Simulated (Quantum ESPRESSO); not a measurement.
Cu2Al5Mo, one run as intended and one with a planted mistake

A calculation, not a measurement. The program is pw.x of Quantum ESPRESSO 7.5 (plane-wave density functional theory). The cell is made up: eight metal atoms on a face-centred cubic lattice, with elements, volume, strain and displacements drawn at random and not relaxed, so it may be unstable or far from any real phase. PseudoDojo standard norm-conserving files set the functional (PBE unless stated); there is no spin polarisation or spin-orbit coupling, the Fermi-Dirac width of 0.25 eV means electrons at about 2900 K, and the masses in the input are unused placeholders. The copper pseudopotential is less sure than most, with forces differing by about three percent and pressure by about two GPa from a second method on plain copper. A spin test at this wide smearing found no moment, but such smearing suppresses magnetism that the real alloy may have.

Intended input:

```
&control calculation='scf', pseudo_dir='./dojo.nc.sr.pbe.v0_5.standard.upf', outdir='./o', disk_io='minimal', tprnfor=.true., tstress=.true. /
&system ibrav=0, nat=8, ntyp=3, nbnd=44, ecutwfc=92.02030273, nosym=.true., tot_charge=0,
 occupations='smearing', smearing='fd', degauss=0.0183746611
/
&electrons conv_thr=1.470e-08, electron_maxstep=70, mixing_beta=0.5 /
ATOMIC_SPECIES
Al 1.0 Al.upf
Cu 1.0 Cu.upf
Mo 1.0 Mo.upf
CELL_PARAMETERS angstrom
2.0386 3.9151 1.9106
1.9351 -3.9197 2.0233
3.9998 0.1081 -3.9601
ATOMIC_POSITIONS angstrom
Cu -0.0207 0.0002 0.0243
Al 1.9652 0.02 -1.9976
Mo 2.0059 -1.8236 0.0595
Al 3.9687 -1.8029 -1.9519
Al 1.999 1.9815 -0.0382
Al 3.9701 2.0125 -1.9133
Al 1.9464 -0.0044 1.9089
Cu 3.9424 -0.0132 0.048
K_POINTS automatic
5 5 4 1 1 1
```

The log is shortened where brackets say so; the opening notice, blank lines, dates and the lines on written files are dropped, and the path of the files is cut. It prints rydbergs, bohrs and kilobars, and counts compression as positive stress. Its total energy is the free energy E - TS of the whole cell.

Log of the intended run:

```
     Program PWSCF v.7.5
     Parallel version (MPI & OpenMP), running on       4 processor cores
     Number of MPI processes:                 4
     Threads/MPI process:                     1
     [start-up lines left out]
     bravais-lattice index     =            0
     lattice parameter (alat)  =       9.0892  a.u.
     unit-cell volume          =     831.6542 (a.u.)^3
     number of atoms/cell      =            8
     number of atomic types    =            3
     number of electrons       =        67.00
     number of Kohn-Sham states=           44
     kinetic-energy cutoff     =      92.0203  Ry
     charge density cutoff     =     368.0812  Ry
     scf convergence threshold =      1.5E-08
     mixing beta               =       0.5000
     number of iterations used =            8  plain     mixing
     Exchange-correlation= PBE
                           (   1   4   3   4   0   0   0)
     [axes and pseudopotential details left out]
   Cartesian axes
     site n.     atom                  positions (alat units)
         1        Cu     tau(   1) = (  -0.0043037   0.0000416   0.0050522  )
         2        Al     tau(   2) = (   0.4085815   0.0041582  -0.4153177  )
         3        Mo     tau(   3) = (   0.4170433  -0.3791416   0.0123705  )
         4        Al     tau(   4) = (   0.8251258  -0.3748379  -0.4058163  )
         5        Al     tau(   5) = (   0.4156088   0.4119704  -0.0079421  )
         6        Al     tau(   6) = (   0.8254169   0.4184155  -0.3977910  )
         7        Al     tau(   7) = (   0.4046728  -0.0009148   0.3968762  )
         8        Cu     tau(   8) = (   0.8196578  -0.0027444   0.0099796  )
     number of k points=    50  Fermi-Dirac smearing, width (Ry)=  0.0184
                       cart. coord. in units 2pi/alat
        k(    1) = (   0.1962252  -0.0019259   0.0463188), wk =   0.0400000
        k(    2) = (   0.3465864  -0.0060971  -0.1055686), wk =   0.0400000
     [further k points left out]
     Dense  grid:    99199 G-vectors     FFT dimensions: (  60,  60,  72)
     Estimated max dynamical RAM per process >     247.23 MB
     Estimated total dynamical RAM >     916.25 MB
     Initial potential from superposition of free atoms
     starting charge      66.9857, renormalised to      67.0000
     Starting wfcs are   50 randomized atomic wfcs
     total cpu time spent up to now is        4.0 secs
     per-process dynamical memory:   193.0 Mb
     Self-consistent Calculation
     iteration #  1     ecut=    92.02 Ry     beta= 0.50
     Davidson diagonalization with overlap
     ethr =  1.00E-02,  avg # of iterations =  4.5
     total cpu time spent up to now is       12.7 secs
     total energy              =    -919.56440783 Ry
     estimated scf accuracy    <       4.42526076 Ry
     iteration #  2     ecut=    92.02 Ry     beta= 0.50
     Davidson diagonalization with overlap
     ethr =  6.60E-03,  avg # of iterations =  2.0
     total cpu time spent up to now is       20.0 secs
     total energy              =    -921.80649693 Ry
     estimated scf accuracy    <       7.64847976 Ry
     [iterations 3 to 12 left out]
     iteration # 13     ecut=    92.02 Ry     beta= 0.50
     Davidson diagonalization with overlap
     ethr =  3.67E-09,  avg # of iterations =  2.0
     total cpu time spent up to now is       92.7 secs
     total energy              =    -922.21968113 Ry
     estimated scf accuracy    <       0.00000027 Ry
     iteration # 14     ecut=    92.02 Ry     beta= 0.50
     Davidson diagonalization with overlap
     ethr =  4.04E-10,  avg # of iterations =  2.6
     total cpu time spent up to now is       99.7 secs
     End of self-consistent calculation
     [lines on levels left out]
!    total energy              =    -922.21968119 Ry
     estimated scf accuracy    <          8.3E-09 Ry
     smearing contrib. (-TS)   =      -0.06316933 Ry
     internal energy E=F+TS    =    -922.15651186 Ry
     The total energy is F=E-TS. E is the sum of the following terms:
     one-electron contribution =    -724.81155639 Ry
     hartree contribution      =     388.84686381 Ry
     xc contribution           =    -124.65897029 Ry
     ewald contribution        =    -461.53284899 Ry
     convergence has been achieved in  14 iterations
     Forces acting on atoms (cartesian axes, Ry/au):
     atom    1 type  2   force =    -0.01231206    0.00933240    0.00099185
     atom    2 type  1   force =    -0.01902107    0.02202642    0.01387980
     atom    3 type  3   force =    -0.01728541   -0.04792944   -0.02115198
     atom    4 type  1   force =     0.00608522   -0.01777734    0.00101779
     atom    5 type  1   force =    -0.00184668   -0.00059568    0.01604160
     atom    6 type  1   force =     0.00301924   -0.00387991   -0.02107034
     atom    7 type  1   force =     0.02290513    0.01984589    0.01759993
     atom    8 type  2   force =     0.01845563    0.01897765   -0.00730866
     Total force =     0.085956     Total SCF correction =     0.000291
     Computing stress (Cartesian axis) and pressure
          total   stress  (Ry/bohr**3)                   (kbar)     P=      -32.87
  -0.00031491  -0.00007167   0.00005264          -46.32      -10.54        7.74
  -0.00007167  -0.00005813   0.00014542          -10.54       -8.55       21.39
   0.00005264   0.00014542  -0.00029729            7.74       21.39      -43.73
     init_run     :      3.57s CPU      3.72s WALL (       1 calls)
     electrons    :     94.89s CPU     95.71s WALL (       1 calls)
     forces       :      1.18s CPU      1.20s WALL (       1 calls)
     stress       :      4.12s CPU      4.13s WALL (       1 calls)
     [timing details left out]
     PWSCF        :   1m44.03s CPU   1m45.08s WALL
     JOB DONE.
```

A second run has one planted mistake: the cell and the positions are scaled by a wrong factor. The input lines that differ:

```
- 2.0386 3.9151 1.9106
- 1.9351 -3.9197 2.0233
- 3.9998 0.1081 -3.9601
+ 2.0015 3.8438 1.8758
+ 1.8999 -3.8484 1.9865
+ 3.927 0.1061 -3.888
- Cu -0.0207 0.0002 0.0243
- Al 1.9652 0.02 -1.9976
- Mo 2.0059 -1.8236 0.0595
- Al 3.9687 -1.8029 -1.9519
- Al 1.999 1.9815 -0.0382
- Al 3.9701 2.0125 -1.9133
- Al 1.9464 -0.0044 1.9089
- Cu 3.9424 -0.0132 0.048
+ Cu -0.0203 0.0002 0.0239
+ Al 1.9294 0.0196 -1.9612
+ Mo 1.9694 -1.7904 0.0584
+ Al 3.8965 -1.7701 -1.9164
+ Al 1.9626 1.9454 -0.0375
+ Al 3.8978 1.9759 -1.8785
+ Al 1.911 -0.0043 1.8742
+ Cu 3.8706 -0.013 0.0471
```

Its log:

```
     Program PWSCF v.7.5
     Parallel version (MPI & OpenMP), running on       4 processor cores
     Number of MPI processes:                 4
     Threads/MPI process:                     1
     [start-up lines left out]
     bravais-lattice index     =            0
     lattice parameter (alat)  =       8.9237  a.u.
     unit-cell volume          =     787.0655 (a.u.)^3
     number of atoms/cell      =            8
     number of atomic types    =            3
     number of electrons       =        67.00
     number of Kohn-Sham states=           44
     kinetic-energy cutoff     =      92.0203  Ry
     charge density cutoff     =     368.0812  Ry
     scf convergence threshold =      1.5E-08
     mixing beta               =       0.5000
     number of iterations used =            8  plain     mixing
     Exchange-correlation= PBE
                           (   1   4   3   4   0   0   0)
     [axes and pseudopotential details left out]
   Cartesian axes
     site n.     atom                  positions (alat units)
         1        Cu     tau(   1) = (  -0.0042988   0.0000424   0.0050612  )
         2        Al     tau(   2) = (   0.4085784   0.0041506  -0.4153125  )
         3        Mo     tau(   3) = (   0.4170490  -0.3791432   0.0123670  )
         4        Al     tau(   4) = (   0.8251404  -0.3748443  -0.4058255  )
         5        Al     tau(   5) = (   0.4156090   0.4119667  -0.0079412  )
         6        Al     tau(   6) = (   0.8254157   0.4184255  -0.3977996  )
         7        Al     tau(   7) = (   0.4046820  -0.0009106   0.3968890  )
         8        Cu     tau(   8) = (   0.8196557  -0.0027529   0.0099741  )
     number of k points=    50  Fermi-Dirac smearing, width (Ry)=  0.0184
                       cart. coord. in units 2pi/alat
        k(    1) = (   0.1962227  -0.0019252   0.0463178), wk =   0.0400000
        k(    2) = (   0.3465825  -0.0060970  -0.1055691), wk =   0.0400000
     [further k points left out]
     Dense  grid:    93909 G-vectors     FFT dimensions: (  60,  60,  64)
     Estimated max dynamical RAM per process >     233.23 MB
     Estimated total dynamical RAM >     864.13 MB
     Initial potential from superposition of free atoms
     starting charge      66.9857, renormalised to      67.0000
     Starting wfcs are   50 randomized atomic wfcs
     total cpu time spent up to now is        3.4 secs
     per-process dynamical memory:   181.1 Mb
     Self-consistent Calculation
     iteration #  1     ecut=    92.02 Ry     beta= 0.50
     Davidson diagonalization with overlap
     ethr =  1.00E-02,  avg # of iterations =  4.9
     total cpu time spent up to now is       11.3 secs
     total energy              =    -919.45463108 Ry
     estimated scf accuracy    <       4.62320195 Ry
     iteration #  2     ecut=    92.02 Ry     beta= 0.50
     Davidson diagonalization with overlap
     ethr =  6.90E-03,  avg # of iterations =  2.0
     total cpu time spent up to now is       17.6 secs
     total energy              =    -921.77637375 Ry
     estimated scf accuracy    <       7.94114757 Ry
     [iterations 3 to 13 left out]
     iteration # 14     ecut=    92.02 Ry     beta= 0.50
     Davidson diagonalization with overlap
     ethr =  2.22E-10,  avg # of iterations =  3.0
     total cpu time spent up to now is       91.4 secs
     total energy              =    -922.22053190 Ry
     estimated scf accuracy    <       0.00000002 Ry
     iteration # 15     ecut=    92.02 Ry     beta= 0.50
     Davidson diagonalization with overlap
     ethr =  2.53E-11,  avg # of iterations =  2.0
     total cpu time spent up to now is       96.6 secs
     End of self-consistent calculation
     [lines on levels left out]
!    total energy              =    -922.22053190 Ry
     estimated scf accuracy    <          5.8E-09 Ry
     smearing contrib. (-TS)   =      -0.06052497 Ry
     internal energy E=F+TS    =    -922.16000693 Ry
     The total energy is F=E-TS. E is the sum of the following terms:
     one-electron contribution =    -710.79839862 Ry
     hartree contribution      =     383.63287060 Ry
     xc contribution           =    -124.90618114 Ry
     ewald contribution        =    -470.08829777 Ry
     convergence has been achieved in  15 iterations
     Forces acting on atoms (cartesian axes, Ry/au):
     atom    1 type  2   force =    -0.01725816    0.01161022    0.00177965
     atom    2 type  1   force =    -0.01903616    0.02580685    0.01319824
     atom    3 type  3   force =    -0.02183074   -0.05906529   -0.02594298
     atom    4 type  1   force =     0.00684020   -0.02146376    0.00088664
     atom    5 type  1   force =    -0.00179131   -0.00147962    0.01996581
     atom    6 type  1   force =     0.00378320   -0.00442693   -0.02507328
     atom    7 type  1   force =     0.02451851    0.02448137    0.02563981
     atom    8 type  2   force =     0.02477447    0.02453714   -0.01045388
     Total force =     0.105046     Total SCF correction =     0.000229
     Computing stress (Cartesian axis) and pressure
          total   stress  (Ry/bohr**3)                   (kbar)     P=       30.32
   0.00009514  -0.00009395   0.00005781           14.00      -13.82        8.50
  -0.00009395   0.00040781   0.00018358          -13.82       59.99       27.01
   0.00005781   0.00018358   0.00011546            8.50       27.01       16.98
     init_run     :      3.24s CPU      3.40s WALL (       1 calls)
     electrons    :     92.59s CPU     93.16s WALL (       1 calls)
     forces       :      1.11s CPU      1.14s WALL (       1 calls)
     stress       :      3.82s CPU      3.82s WALL (       1 calls)
     [timing details left out]
     PWSCF        :   1m40.84s CPU   1m41.61s WALL
     JOB DONE.
```

|  | intended run | run with the mistake |
| --- | --- | --- |
| free energy (eV) | -12547.438 | -12547.450 |
| entropy term -TS, part of it (eV) | -0.859 | -0.823 |
| pressure (GPa) | -3.29 | 3.03 |
| size of the largest force component (eV/Å) | 1.232 | 1.519 |
| largest change of a force component (eV/Å) |  | 0.286 |
| iterations | 14 | 15 |

For scale, a rerun of the intended cell at a higher cutoff and on a denser mesh moved values by no more than 0.002 eV in energy, 0.30 GPa in stress and 0.009 eV/Å in force, and a second program with other atomic files agreed on that cell to 2 % rms in force and 0.5 GPa in pressure.